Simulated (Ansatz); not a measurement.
Data:

Relaxed Au (fcc, Cu type):

```
CELL_PARAMETERS angstrom
      0.00000     4.12408     4.12408
      2.06204     2.06204     4.12408
      2.06204     2.06204     0.00000
ATOMIC_POSITIONS crystal
  Au 0.00000 0.00000 0.00000
  Au 0.50000 0.00000 0.00000
```

The atoms are displaced by Q × the pattern below (from a DFPT mode at X = (0.5, 0.5, 0.0), largest move 1; Q in Å), at fixed cell. It is one choice among 2 degenerate patterns. (q is in reciprocal vectors of the primitive cell; the cell shown is doubled to hold the pattern.)

```
atom      x       y      z
----  -----  ------  -----
Au1   0.000   1.000  0.000
Au2   0.000  -1.000  0.000
```

Calculation: r2SCAN (plane waves to 500 eV, PAW, scalar-relativistic; Ansatz, a program for electronic structure). k mesh 19×19×19 (Γ-centred), Fermi-Dirac smearing 0.05 eV. E stands for the smeared free energy. With partly filled bands, energies and forces of such displacements shift with the k mesh and the smearing. Au was relaxed with its symmetry unable to fall. Spin-orbit coupling is left out, though Au is heavy. The zero of ΔE is the undisplaced structure.

The scan covers Q from -0.280 to 0.280 Å in 13 points.

Task: Which space group does the distorted structure have?

Result: Cmcm (No. 63), lowered from Fm-3m.

Task: Is this a single well or a double well?

Result: A single well with its minimum at or next to zero displacement.

Task: What is the energy change at Q = 0.280 Å?

Result: 448 meV/cell.

Task: What harmonic wavenumber does the curvature at Q = 0 give?

Result: 78 cm⁻¹.

(A displaced cell: forces are minus the slopes of the energy, force constants its curvatures, and phonons follow from these.)
